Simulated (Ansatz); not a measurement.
Te (trigonal Se type), relaxed with r²SCAN (Ansatz, a first-principles code, plane waves, PAW): a = b = 4.6248 Å, c = 5.9036 Å, α = β = 90.00°, γ = 120.00°.

gap (eV): 0.54

Q: The same phase is relaxed and computed with r²SCAN+D4 in the same code. What are the cell and these values now?

A: a = b = 4.5165 Å, c = 5.9252 Å, α = β = 90.00°, γ = 120.00°.

gap (eV): 0.40

Weakly bound layers, chains or molecules computed without a dispersion correction, so cells and soft constants are ill determined: Te, trigonal Se type with r²SCAN. All cells were relaxed under the symmetry of their starts (and spin orders); stability against distortions was not tested throughout. Spin–orbit coupling is left out wherever it is not named.

Potentials: the earlier of the program's two PAW sets.

Ansatz is a plane-wave DFT program.
